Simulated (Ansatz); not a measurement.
AlO₂, before and after

A trial structure of AlO₂ was built thus: random cell by space group and Wyckoff sites (P-6m2, No. 187). Lengths were set from tabulated atomic sizes, so they are only a guess.

start.cif

```cif
data_structure
_symmetry_space_group_name_H-M 'P-6m2'
_symmetry_Int_Tables_number 187
_cell_length_a 2.8030
_cell_length_b 2.8030
_cell_length_c 5.5938
_cell_angle_alpha 90.000
_cell_angle_beta 90.000
_cell_angle_gamma 120.000
_cell_volume 38.06
loop_
_atom_site_label
_atom_site_type_symbol
_atom_site_symmetry_multiplicity
_atom_site_Wyckoff_symbol
_atom_site_fract_x
_atom_site_fract_y
_atom_site_fract_z
_atom_site_occupancy
Al1 Al 1 b 0.00000 0.00000 0.50000 1
O1 O 2 i 0.66667 0.33333 0.39233 1
```

Level of theory: Ansatz 0.2.0, DFT PBE, scalar-relativistic, plane waves, PAW. Cutoff 420 eV, Gaussian smearing, Γ-centred meshes. Cell and atoms relax first on a coarse mesh and then on a finer one. In between, the cell is made exact in the group found at 0.06 Å. In metals the finer mesh still leaves noise of several meV/atom or more. The steps can't lower the symmetry of their start. No spin polarisation.

end.cif

```cif
data_structure
_symmetry_space_group_name_H-M 'P-6m2'
_symmetry_Int_Tables_number 187
_cell_length_a 2.8526
_cell_length_b 2.8526
_cell_length_c 4.2173
_cell_angle_alpha 90.000
_cell_angle_beta 90.000
_cell_angle_gamma 120.000
_cell_volume 29.72
loop_
_atom_site_label
_atom_site_type_symbol
_atom_site_symmetry_multiplicity
_atom_site_Wyckoff_symbol
_atom_site_fract_x
_atom_site_fract_y
_atom_site_fract_z
_atom_site_occupancy
Al1 Al 1 b 0.00000 0.00000 0.50000 1
O1 O 2 i 0.66667 0.33333 0.25640 1
```

The symmetry stays P-6m2 (No. 187). The volume per atom shrinks by 21.9 %, from 12.7 to 9.9 Å³. The shortest distance goes from 1.20 Å (O–O) to 1.94 Å (Al–O). The ratio c/a of the conventional cell changes by a factor of 0.74. The energy falls by about 3.4 eV/atom (the start's value is from the coarse mesh). The end is written in a standard setting, so origin, axes and order of atoms can differ from the start's.

```yaml
Volume_per_atom: 9.9 Å³
Density: 3.3 g/cm³
Energy_over_the_elements: −1.82 eV/atom
Gap_on_the_18×18×12_mesh_of_the_3-atom_cell: 0 eV (a metal)
```

Formation energies are uncorrected and refer to the elements' standard structures at the same level (O₂ as a molecule). Whether it is stable depends on the other phases of the system, which aren't compared here.

The last run used Gaussian smearing of 0.10 eV. No dispersion correction is applied, so the spacing and binding between layers, chains or molecules are poorly described. An odd number of electrons in the primitive cell allows no gap without spin; a larger cell or a magnetic state could open one. The cell is a metal run without spin; a magnetic state may lie lower. Symmetry constrained the relaxation, so the result can be a saddle point. In all, the 3 runs took 120 s on 1 thread of Arm Neoverse V1 (shared host).
